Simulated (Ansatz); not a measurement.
**BaTiO$_{3}$, a database entry at a rescaled volume**

```xyz
5
Lattice="4.0299 0.0000 0.0000 0.0000 4.0299 0.0000 0.0000 0.0000 4.0299" Properties=species:S:1:pos:R:3 pbc="T T T"
Ba    2.0149    2.0149    2.0149
Ti    0.0000    0.0000    0.0000
O     2.0149    0.0000    0.0000
O     0.0000    2.0149    0.0000
O     0.0000    0.0000    2.0149
```

Single point in Ansatz 0.2.0 with r2SCAN, no spin polarisation. Cutoff 500 eV, PAW datasets, 6×6×6 Γ-centred k mesh, gaussian filling (width 0.0148 eV).

Q: What do density and ELF say about some of the short contacts?

A: Ti–O at 2.01 Å: least valence density 0.61 e/Å³ and ELF 0.19 there. Ba–O at 2.85 Å: least valence density 0.16 e/Å³ and ELF 0.08 there, a closed-shell (ionic or weak) contact. Both are smooth PAW fields, read partly inside the augmentation spheres.

Q: How is the charge shared?

A: Bader charges in e: Ba +1.58, Ti +2.32, O -1.30. In the mean Ti gives up most and O takes most.

Q: Metal or insulator? Give the gap.

A: The gap is 2.10 eV, indirect (the least direct gap found is 2.24 eV). A semilocal functional usually gives too small a gap.

Q: Is it stable against the elements?

A: -3.40 eV an atom against the elements' usual phases (free molecules for gases, crystals otherwise, with no correction for O₂ or N₂), so it is bound against them; other compounds may still compete. Relaxing would lower it.

Origin: a database entry at a rescaled volume.
